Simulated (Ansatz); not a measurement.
According to plane-wave PAW r²SCAN (Ansatz code), HfGeO3 in the tetragonal phase (P4mm; Hf on 1b, Ge on 1a, O on 2c, O on 1b) relaxes to a = 4.016 Å, c = 4.250 Å. Against the elements it lies at -2.40 eV/atom, with no fitted shifts.

The Kohn–Sham gap is 1.66 eV (indirect). The valence maximum lies at X and the conduction minimum at Z. HSE06 on the same cell gives 2.33 eV. Gap from r²SCAN with spin–orbit coupling: 1.66 eV. Electrons at the band edge weigh 0.47, 0.54, 0.54 mₑ (principal values). The hole mass is 0.46, 0.85, 1.6 mₑ (principal values).

Bader charges are Hf +2.68, Ge +1.31, O -1.34 to -1.32 e.

The start of the workflow was typed in or built on a structure type; neither database checked (COD, Materials Project) lists it. Its standing as an ambient phase is unchecked. Symmetry was held in the r²SCAN relaxation; its stability against distortions is not shown here. No spin polarisation was allowed. The references are the lowest solids computed at this level, not always the standard phases (solids in place of the gases). Spin–orbit coupling is left out wherever it is not named.

Potentials: the later of the program's two PAW sets.
